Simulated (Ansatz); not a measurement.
Values for one crystal, relaxed and computed with PBEsol (plane waves, PAW; program Ansatz); other levels are named.

- Volume per atom = 15.55 Å³
- Electronic character = metallic (no gap)
- Gap with spin–orbit coupling = none (metallic)
- Formation energy from the elements (no fitted shifts) = -0.46 eV/atom
- Bulk modulus (Birch–Murnaghan fit) = 155 GPa
- Density of states at the Fermi level = 0.59 states/eV per atom (mean over ±0.08 eV)
- Pressure derivative B′ = 4.2

### Question
Which compound is it?
(A) TiCo, CsCl type
(B) MnPd, L1₀ or tetragonal B2
(C) LiPd, P-6m2 (Pd on 1b, Li on 1e)
(D) Ti2Pd, MoSi2 or CaC2 type

### Answer
D, Ti2Pd, MoSi2 or CaC2 type

Space group I4/mmm (MoSi2 or CaC2 type). The workflow started from an entry of the Crystallography Open Database (COD). Whether it is the stable phase at ambient conditions was not checked. The cell was relaxed with PBEsol under the symmetry of its start; its stability against distortions is not shown here. No spin polarisation was allowed. The references are the lowest solids computed at this level, not always the standard phases. Scalar-relativistic: spin–orbit coupling is off unless named, which matters more the heavier the elements.

Potentials: the later of the program's two PAW sets.
